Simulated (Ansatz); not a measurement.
AlIr in space group Cmcm (No. 63; Al on 4c, Ir on 4c), PBEsol (plane waves, PAW; program Ansatz), all energies at zero smearing, with the estimated change up to a 700 eV cutoff added, with one set of potentials and settings (totals compare only within such a set). Cell of 4 atoms (2 Al, 2 Ir): -24649.284 eV.

| element | reference phase | E (eV/atom) |
|---|---|---|
| Al | Fm-3m, 1 atoms in the cell | -524.5507 |
| Ir | Fm-3m, 1 atoms in the cell | -11799.0386 |

Formation energy per atom, worked out: (-24649.284 − 2×(-524.5507) − 2×(-11799.0386))/4 = -0.526 eV/atom (-51 kJ per mol of atoms), at 0 K, without zero-point energy or fitted corrections.

The start of the workflow was typed in or built on a structure type; neither database checked (COD, Materials Project) lists it. Whether it is the stable phase at ambient conditions was not checked. Symmetry was held in the PBEsol relaxation; its stability against distortions is not shown here. The run is not spin-polarised. The references are the lowest solids computed at this level, not always the standard phases. Scalar-relativistic: spin–orbit coupling is off unless named, which matters more the heavier the elements.

Potentials: the later of the program's two PAW sets.
